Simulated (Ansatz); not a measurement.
# Data sheet: HfOs (DFT)

HfOs:
```
HfOs
1.0
    3.24437     0.00000     0.00000
    0.00000     3.24437     0.00000
    0.00000     0.00000     3.24437
Os Hf
1 1
Direct
  0.50000   0.50000   0.50000
  0.00000   0.00000   0.00000
```

Space group Pm-3m (No. 221), CsCl type; conventional cell a = 3.2444 Å, b = 3.2444 Å, c = 3.2444 Å, α = 90.00°, β = 90.00°, γ = 90.00°.

Method: the program Ansatz at the r²SCAN level (PAW). Structure relaxed to zero pressure with the same functional. Other levels are named where they apply.

### Cell and energy

* **Volume per atom**: 17.08 Å³
* **Density**: 17.93 g/cm³
* **Formation energy from the elements (no fitted shifts)**: -0.77 eV/atom

### Electronic structure

Electronic character: metallic (no gap)
Density of states at the Fermi level: 0.12 states/eV per atom (mean over ±0.08 eV)
Gap with spin–orbit coupling: none (metallic)

### Mechanics

Bulk modulus (Birch–Murnaghan fit): 2340 kbar
Pressure derivative B′: 4.2

### Charges

- Bader charges = Os -1.71, Hf +1.71 e

The workflow started from an entry of the Crystallography Open Database (COD). Its standing as an ambient phase is unchecked. The r²SCAN relaxation kept the symmetry of its start; whether a distortion lowers the energy is not shown. The run is not spin-polarised. The references are the lowest solids computed at this level, not always the standard phases. Scalar-relativistic: spin–orbit coupling is off unless named, which matters more the heavier the elements.

Potentials: the later of the program's two PAW sets.
